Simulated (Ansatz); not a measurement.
InP:
```
InP
1.0
    3.88415     0.00000     0.00000
   -1.94207     3.36377     0.00000
    0.00000     0.00000     6.61377
In P
2 2
Direct
  0.00000   0.00000   0.00000
  0.00000   0.00000   0.50000
  0.33333   0.66667   0.25000
  0.66667   0.33333   0.75000
```

Relaxed with PBE. Special points in fractions of this cell's reciprocal vectors: Γ (0.000, 0.000, 0.000); M (0.500, 0.000, 0.000); K (0.333, 0.333, 0.000); A (0.000, 0.000, 0.500); L (0.500, 0.000, 0.500); H (0.333, 0.333, 0.500).

Task: List the band energies nearest the Fermi level at these points for plane-wave PAW PBE (Ansatz code).

Result: In eV from the Fermi level; about four levels below and three above (degenerate sets whole), none deeper than 8.9 eV; points with the same levels are listed once.

```
k                          below                          above
-  -----------------------------  -----------------------------
Γ        -6.74 -0.58 -0.35 -0.35                 0.00 0.25 0.25
M        -4.39 -3.62 -3.50 -2.17                 0.11 1.28 2.05
K  -2.80 -2.80 -2.55 -2.55 -2.40                 4.73 5.57 5.57
A        -0.01 -0.01 -0.01 -0.01  2.34 2.34 4.86 4.86 4.86 4.86
L        -1.66 -1.66 -1.32 -1.32            0.17 0.17 3.71 3.71
H        -4.03 -4.03 -0.34 -0.34            1.38 1.38 2.54 2.54
```

Space group P6_3/mmc (NiAs type). A made-up cell: these elements were put on the sites of a structure type; neither database checked (COD, Materials Project) lists it. It is not the phase usual at ambient conditions (space group No. 216). Symmetry was held in the PBE relaxation; whether a distortion lowers the energy is not shown. Spin–orbit coupling is left out wherever it is not named.

Potentials: the later of the program's two PAW sets.
